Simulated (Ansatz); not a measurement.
Se:
```cif
data_Se3
_chemical_formula_sum 'Se3'
_space_group_name_H-M_alt 'P3121'
_space_group_IT_number 152
_space_group_name_Hall 'P 31 2"'
_cell_length_a 4.52804
_cell_length_b 4.52804
_cell_length_c 5.04320
_cell_angle_alpha 90.000
_cell_angle_beta 90.000
_cell_angle_gamma 120.000
loop_
_atom_site_label
_atom_site_type_symbol
_atom_site_symmetry_multiplicity
_atom_site_Wyckoff_symbol
_atom_site_fract_x
_atom_site_fract_y
_atom_site_fract_z
_atom_site_occupancy
Se1 Se 3 b 0.78152 0.78152 0.50000 1
```

Relaxed at zero pressure with the program Ansatz at the PBE level (PAW).

Problem. The volume is lowered by 3 % and shape and atoms relax at that volume. What pressure results, and how do the axes share the change?

Solution. 0.2 GPa; a -1.6 %, b -1.6 %, c 0.2 %; the energy rises by 0 meV/atom.

Problem. Give the new structure.

Solution. 
Space group P3₁21 (No. 152); a = 4.4544 Å, b = 4.4544 Å, c = 5.0551 Å, α = 90.00°, β = 90.00°, γ = 120.00°

```csv
atom,site,symmetry,x,y,z
Se,3b,.2.,0.7775,0.7775,0.5000
```

The phase is kept; no other phase was compared at this pressure.

Space group P3_121 (trigonal Se type). Symmetry was held in the PBE relaxation. A crystal of weakly bound chains computed without a dispersion correction: the cell and the soft elastic constants depend strongly on that.

Potentials: the later of the program's two PAW sets.
